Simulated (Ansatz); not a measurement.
Ru:
```
CELL_PARAMETERS angstrom
      2.68611     0.00000     0.00000
     -1.34306     2.32624     0.00000
      0.00000     0.00000    17.34218
ATOMIC_POSITIONS crystal
  Ru 0.00000 0.00000 0.68798
  Ru 0.33333 0.66667 0.81507
  Ru 0.66667 0.33333 0.93949
  Ru 0.33333 0.66667 0.06051
  Ru 0.66667 0.33333 0.18493
  Ru 0.00000 0.00000 0.31202
  Ru 0.33333 0.66667 0.43674
  Ru 0.66667 0.33333 0.56326
```

Relaxed with r²SCAN. Special points in fractions of this cell's reciprocal vectors: Γ (0.000, 0.000, 0.000); M (0.500, 0.000, 0.000); K (0.333, 0.333, 0.000); A (0.000, 0.000, 0.500); L (0.500, 0.000, 0.500); H (0.333, 0.333, 0.500).

Task: List the band energies nearest the Fermi level at these points for DFT-r²SCAN in the program Ansatz with PAW potentials.

Result: In eV from the Fermi level; about four levels below and three above (degenerate sets whole), none deeper than 8.9 eV; points with the same levels are listed once.

| k | below | above |
|---|---|---|
| Γ | -0.26 -0.26 -0.20 -0.20 | 0.15 0.15 0.19 0.19 |
| M | -1.38 -1.34 -0.99 -0.91 | 0.05 0.27 0.85 |
| K | -0.72 -0.72 -0.67 -0.55 -0.55 | 0.40 1.02 1.02 |
| A | -0.22 -0.22 -0.22 -0.22 -0.12 -0.12 | 0.57 0.62 0.62 |
| L | -0.97 -0.17 -0.08 -0.06 | 0.04 1.36 1.50 |
| H | -0.71 -0.71 -0.64 -0.56 -0.56 | 0.30 1.10 1.10 |

Space group P-3m1. The start of the workflow was typed in or built on a structure type; neither database checked (COD, Materials Project) lists it. It is not the phase usual at ambient conditions (space group No. 194). Symmetry was held in the r²SCAN relaxation; whether a distortion lowers the energy is not shown. The run is not spin-polarised. Scalar-relativistic: spin–orbit coupling is off unless named, which matters more the heavier the elements.

Potentials: the later of the program's two PAW sets.
